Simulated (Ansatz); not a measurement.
Input:

Cu2Sb:
```cif
data_Cu4Sb2
_chemical_formula_sum 'Cu4 Sb2'
_space_group_name_H-M_alt 'P4/nmm :1'
_space_group_IT_number 129
_space_group_name_Hall 'P 4ab 2ab -1ab'
_cell_length_a 3.95747
_cell_length_b 3.95747
_cell_length_c 6.04452
_cell_angle_alpha 90.000
_cell_angle_beta 90.000
_cell_angle_gamma 90.000
loop_
_space_group_symop_operation_xyz
  'x, y, z'
  '-y+1/2, x+1/2, z'
  '-x, -y, z'
  'y+1/2, -x+1/2, z'
  'x+1/2, -y+1/2, -z'
  '-y, -x, -z'
  '-x+1/2, y+1/2, -z'
  'y, x, -z'
  '-x+1/2, -y+1/2, -z'
  'y, -x, -z'
  'x+1/2, y+1/2, -z'
  '-y, x, -z'
  '-x, y, z'
  'y+1/2, x+1/2, z'
  'x, -y, z'
  '-y+1/2, -x+1/2, z'
loop_
_atom_site_label
_atom_site_type_symbol
_atom_site_symmetry_multiplicity
_atom_site_Wyckoff_symbol
_atom_site_fract_x
_atom_site_fract_y
_atom_site_fract_z
_atom_site_occupancy
Cu1 Cu 2 a 0.00000 0.00000 0.00000 1
Cu2 Cu 2 c 0.50000 0.00000 0.26400 1
Sb1 Sb 2 c 0.00000 0.50000 0.30224 1
```

This is the PBEsol-relaxed structure.

Problem. All from PBEsol (plane waves, PAW; program Ansatz), unless another level is named. Give the bulk modulus (Birch–Murnaghan fit).

Solution. 108 GPa.

Problem. Next, the highest zone-centre frequency?

Solution. 198 cm⁻¹.

The first step of the workflow began from a Materials Project structure, measured or hypothetical; the Crystallography Open Database files this formula in space group No. 129, but the cells were not matched. Its standing as an ambient phase is unchecked. Symmetry was held in the PBEsol relaxation; whether a distortion lowers the energy is not shown. No spin polarisation was allowed. As this level gives no gap, phonon frequencies hold no LO–TO term and depend on the k-mesh and smearing (Fermi–Dirac, 0.1 eV here). Scalar-relativistic: spin–orbit coupling is off unless named, which matters more the heavier the elements.

Potentials: the later of the program's two PAW sets.
